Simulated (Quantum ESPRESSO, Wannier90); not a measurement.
# Tight-binding from DFT: W (bcc (W type))

```xyz
1
Lattice="-1.5852 1.5852 1.5852 1.5852 -1.5852 1.5852 1.5852 1.5852 -1.5852" Properties=species:S:1:pos:R:3 pbc="T T T"
W      0.0000     0.0000     0.0000
```

Structure: Materials Project mp-91, symmetrised, not relaxed again. This is the element's usual structure. Method: PBEsol plane waves in Quantum ESPRESSO 7.5 (PseudoDojo norm-conserving files, 60 Ry, spinors with spin-orbit coupling), Bloch states on a 10×10×10 mesh through Γ, Wannier90 4.0.1. Density: 18×18×18 mesh, cold smearing 0.01 Ry.

A tight-binding model is made by disentanglement and projection with no localisation steps (num_iter = 0), so the 18 orbitals stay atom-like: hydrogen-like W: s;p;d, axes along x, y, z; frozen window up to 1.50 eV relative to the Fermi level. It follows pw.x to 5.0 meV rms for states up to 1.0 eV relative to the Fermi level. Matrix elements depend on this choice of orbitals and windows.

Q: What are the on-site energies relative to the Fermi level, and how fast do the hoppings decay?

A: 
```csv
atom,orbitals,energy (eV)
W1,s↑ s↓,6.06
W1,pz↑ pz↓ px↑ px↓ py↑ py↓,13.59
W1,dz2↑ dz2↓ dx2-y2↑ dx2-y2↓,0.50
W1,dxz↑ dxz↓ dyz↑ dyz↓ dxy↑ dxy↓,1.00
```

```csv
distance of the centres (Å),largest modulus (eV)
2–3,1.2
3–4,2.7
4–5,0.081
5–6,0.39
6–7,0.10
7–8,0.043
8–9,0.032
9–10,0.026
10–11,0.011
```

Effective spin-orbit constants λ of λ L·S, from the same-site elements px↑–py↑ (λ/2) and dx2-y2↑–dxy↑ (λ), where they are among the larger elements: W1 p 1.6 eV.
